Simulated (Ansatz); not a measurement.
Consider the following.

Ni3Sn2S2:
```xyz
7
Lattice="2.7116 1.5656 4.3423 -2.7116 1.5656 4.3423 0.0000 -3.1311 4.3423" Properties=species:S:1:pos:R:3 pbc="T T T"
Sn     0.0000     0.0000     6.5135
S      0.0000     0.0000     2.8502
S      0.0000     0.0000    10.1768
Sn     0.0000     0.0000     0.0000
Ni    -1.3558    -0.7828     4.3423
Ni     1.3558    -0.7828     4.3423
Ni     0.0000     1.5656     4.3423
```

This is the PBEsol-relaxed structure.

**Question.** All from DFT-PBEsol in the program Ansatz with PAW potentials, unless another level is named. Predict the electronic character.

**Answer.** metallic (no gap).

**Question.** What about the formation energy from the elements (no fitted shifts)?

**Answer.** -43 kJ/mol of atoms.

**Question.** Predict the density of states at the Fermi level.

**Answer.** 0.47 states/eV per atom (mean over ±0.08 eV).

**Question.** Predict the gap with spin–orbit coupling.

**Answer.** none (metallic).

Space group R-3m. The workflow started from an entry of the Crystallography Open Database (COD). Its standing as an ambient phase is unchecked. Symmetry was held in the PBEsol relaxation; its stability against distortions is not shown here. The workflow began spin-polarised and lost its moments. The references are the lowest solids computed at this level, not always the standard phases. Scalar-relativistic: spin–orbit coupling is off unless named, which matters more the heavier the elements.

Potentials: the later of the program's two PAW sets.
